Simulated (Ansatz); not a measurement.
# K₂MnAgF₆: pressure against volume

K₂MnAgF₆, Fm-3m, a = 8.670 Å. The structure is a Materials Project entry; whether it is the stable form wasn't checked. Ansatz: PBE, PAW, 420 eV, Γ-centred 8×8×8 mesh on 10 atoms, Gaussian smearing 0.10 eV; collinear spin, largest moment 3.4 μB. Shape and atoms are relaxed at each volume; pressure is positive in compression.

```tsv
V (Å³/atom)	P (GPa)
14.337	8.83
14.826	5.93
15.315	?
15.803	1.60
16.292	0.00
16.781	-1.28
17.270	-2.32
17.921	-3.37
```

Q: Take V0 = 16.292 Å³/atom, fit the third-order Birch–Murnaghan form to the other rows, and predict the missing pressure.

A: With the Eulerian strain f = ½[(V0/V)^(2/3) − 1] and y = P/[3f(1 + 2f)^(5/2)], the form is the line y = B0 + 1.5 B0 (B0′ − 4) f. Rows (f, y): 0.04448, 53.5; 0.03244, 52.1; 0.01026, 49.4; -0.00976, 45.9; -0.01906, 44.7; -0.03078, 42.8. Means f = 0.004597, y = 48.067; Σ(Δf)² = 0.004415, ΣΔfΔy = 0.6336; the slope is their ratio. y = 47.41 + 143.5 f GPa, so B0 = 47.4 GPa and B0′ = 4 + 2 × (143.5)/(3 × 47.41) = 6.02. At V = 15.315, f = 0.02104, y = 50.43 and P = 3.53 GPa. The run gave 3.55 GPa, so the fit is 0.02 GPa too low, within the rms miss on the fitted rows (0.02 GPa).

The cell holds one magnetic atom, so it can only be ferromagnetic; an antiferromagnetic order may lie lower.

Cost: 8 runs of about 32 core-minutes in all, on AMD EPYC (Zen 3) (shared hosts).